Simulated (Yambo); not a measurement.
Quantum ESPRESSO input (LDA, PseudoDojo standard norm-conserving files, scalar-relativistic) whose wavefunctions are converted with p2y:

```
&CONTROL
  calculation = 'nscf'
  pseudo_dir = './pseudo'
  outdir = './out'
/
&SYSTEM
  ibrav = 0
  nat = 6
  ntyp = 3
  ecutwfc = 76.0
  ecutrho = 304.0
  occupations = 'fixed'
  force_symmorphic = .true.
  nbnd = 145
/
&ELECTRONS
  conv_thr = 6.000000000000001e-09
  diago_full_acc = .true.
  diago_thr_init = 1e-08
/
ATOMIC_SPECIES
H 1.0080 H.upf
B 10.8100 B.upf
Rb 85.4678 Rb.upf
CELL_PARAMETERS angstrom
  0.000000000000   3.453240000000   3.453240000000
  3.453240000000   0.000000000000   3.453240000000
  3.453240000000   3.453240000000   0.000000000000
ATOMIC_POSITIONS crystal
H   0.397580000000   0.807260000000   0.397580000000
H   0.397580000000   0.397580000000   0.807260000000
H   0.397580000000   0.397580000000   0.397580000000
H   0.807260000000   0.397580000000   0.397580000000
B   0.500000000000   0.500000000000   0.500000000000
Rb   0.000000000000   0.000000000000   0.000000000000
K_POINTS automatic
2 2 2 0 0 0
```

Yambo's initialisation report on symmetry, reciprocal space, the k grid and the gaps on this mesh:

```
  [02.02] Symmetries
  ==================

  Inversion symmetry    : yes
  Spatial inversion     : no
  Inversion index       :  25
  K-space Time-reversal : yes
  Magnetic symmetries   : no
  Time-reversal derived K-space symmetries:   25   48
  Group table correct   : yes
  Symmetries units      :  [cc]

  [02.03] Reciprocal space
  ========================

  nG shells         :   439
  nG charge         :   49757
  nG WFs            :   7302
  nC WFs            :   6230
  G-vecs. in first 43 shells:  [ Number ]
     1    9   15   27   51   59   65   89  113
    137   169   181   229   259   283   307   331   339
    387   411   459   531   537   561   609   645   701
    725   749   821   869   893   941   965  1037  1067
   1139  1211  1243  1291  1363  1411  1459
  ...
  Shell energy in first 43 shells:  [ mHa ]
    0.00000      347.648      463.531      927.061      1274.71      1390.59      1854.12      2201.77      2317.65
    2781.18      3128.83      3708.25      4055.89      4171.78      4635.31      4982.95      5098.84      5562.37
    5910.02      6025.90      6489.43      6837.08      7416.49      7764.14      7880.02      8343.55      8691.20
    8807.08      9270.61      9618.26      9734.14      10197.7      10545.3      11124.7      11472.4      11588.3
    12051.8      12399.4      12515.3      13326.5      13442.4      13905.9      14253.6
  ...

  [02.04] K-grid lattice
  ======================

  Compatible Grid is   : 3D
  Base K vectors       :  K_min[ 1 ]  K_min[ 2 ]  K_min[ 3 ]
  K_min[ 1 ] :  0.500000  0.500000  0.500000 [rlu]
  K_min[ 2 ] : -0.500000  0.000000  0.000000 [rlu]
  K_min[ 3 ] :  0.000000 -0.500000  0.000000 [rlu]
  Grid dimensions      :  2  2  2
  K lattice UC volume  :  0.055788 [a.u.]

  IBZ K-points                                      :  3
  BZ  K-points                                      :   8

  K/Q-points units:
  rlu = crystal or reduced units; cc = cartesian coordinates; iku = interal k-units

  K [1]          [rlu]:  0.000000  0.000000  0.000000
         WF components:   6183
  K [2]          [rlu]:  0.000000  0.000000 -0.500000
         WF components:   6230
  K [3]          [rlu]:  0.000000 -0.500000 -0.500000
         WF components:   6218

  [02.05] Energies & Occupations
  ==============================

  [X] === General ===
  [X] Electronic Temperature                        :  0.000000  0.000000 [eV K]
  [X] Bosonic    Temperature                        :  0.000000  0.000000 [eV K]
  [X] Finite Temperature mode                       : no
  [X] El. density                                   :  0.19427E+24 [cm-3]
  [X] Fermi Level                                   : -1.005966 [eV]

  [X] === Gaps and Widths ===
  [X] Conduction Band Min                           :  5.629357 [eV]
  [X] Valence Band Max                              :  0.000000 [eV]
  [X] Filled Bands                                  :   8
  [X] Empty Bands                                   :    9  145
  [X] Direct Gap                                    :  5.744231 [eV]
  [X] Direct Gap localized at k                     :  3
  [X] Indirect Gap                                  :  5.629357 [eV]
  [X] Indirect Gap between kpts                     :  1  3
  [X] Last valence band width                       :  0.268425 [eV]
  [X] 1st conduction band width                     :  1.281898 [eV]
```
The gaps are LDA values on this mesh alone; only operations without fractional translations are kept.

Geometry of the Materials Project entry, not relaxed at this level.
